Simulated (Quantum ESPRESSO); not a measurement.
**Band energies of GaAs**

```xyz
2
Lattice="0.0000 2.8302 2.8302 2.8302 0.0000 2.8302 2.8302 2.8302 0.0000" Properties=species:S:1:pos:R:3 pbc="T T T"
Ga     0.0000     0.0000     0.0000
As     4.2453     4.2453     4.2453
```

PBE (stringent potentials; Quantum ESPRESSO, PseudoDojo norm-conserving, 114 Ry, scalar-relativistic); path ΓXWKΓLUWLK,UX; energies in eV from the valence-band maximum.

```
k (1/Å)  point  band 18  band 19  band 20  band 21  band 22  band 23  band 24  band 25
-------  -----  -------  -------  -------  -------  -------  -------  -------  -------
0.00         Γ   -14.70   -12.70     0.00     0.00     0.00     0.49     3.74     3.74
0.33             -14.70   -12.35    -2.42    -0.86    -0.86     2.53     3.04     5.04
0.78             -14.69   -11.02    -5.57    -2.30    -2.30     1.53     2.51     8.31
1.11         X   -14.69   -10.22    -6.79    -2.66    -2.66     1.48     1.67    10.15
1.22             -14.69   -10.21    -6.78    -2.76    -2.74     1.67     1.87     9.74
1.55             -14.70   -10.16    -6.63    -3.44    -3.27     3.92     4.04     6.30
1.67         W   -14.70   -10.16    -6.61    -3.51    -3.32     4.61     4.72     5.41
2.06         K   -14.69   -10.25    -6.61    -3.83    -2.24     1.97     4.64     7.94
2.49             -14.70   -11.18    -5.46    -3.20    -1.11     2.75     5.49     5.51
2.81             -14.70   -12.14    -3.41    -1.55    -0.34     2.37     4.18     4.31
3.23         Γ   -14.70   -12.70     0.00     0.00     0.00     0.49     3.74     3.74
3.66             -14.70   -12.15    -3.67    -0.58    -0.58     1.52     4.52     4.52
3.98             -14.70   -11.26    -6.01    -1.04    -1.04     1.09     4.69     4.69
4.20         L   -14.70   -10.95    -6.61    -1.13    -1.13     1.00     4.65     4.65
4.39             -14.70   -10.86    -6.56    -2.05    -1.32     1.87     4.41     5.08
4.78             -14.70   -10.33    -6.53    -3.86    -2.11     2.11     5.24     7.28
4.88         U   -14.69   -10.25    -6.61    -3.83    -2.24     1.97     4.64     7.94
5.07             -14.70   -10.21    -6.60    -3.73    -2.76     2.95     4.70     6.63
5.27         W   -14.70   -10.16    -6.61    -3.51    -3.32     4.61     4.72     5.41
5.46             -14.70   -10.31    -6.51    -3.71    -2.71     3.87     4.54     5.88
5.86             -14.70   -10.86    -6.56    -2.05    -1.34     1.91     4.36     5.12
6.05         L   -14.70   -10.95    -6.61    -1.13    -1.13     1.00     4.65     4.65
6.14             -14.70   -10.93    -6.60    -1.37    -1.17     1.23     4.58     4.73
6.48             -14.70   -10.56    -6.46    -3.43    -1.80     2.36     5.19     6.43
6.73         K   -14.69   -10.25    -6.61    -3.83    -2.24     1.97     4.64     7.94
6.73         U   -14.69   -10.25    -6.61    -3.83    -2.24     1.97     4.64     7.94
7.13         X   -14.69   -10.22    -6.79    -2.66    -2.66     1.48     1.67    10.15
```

The PBE gap is direct, 0.49 eV at Γ.

Spin-orbit splittings are left out.

Geometry relaxed with PBEsol.
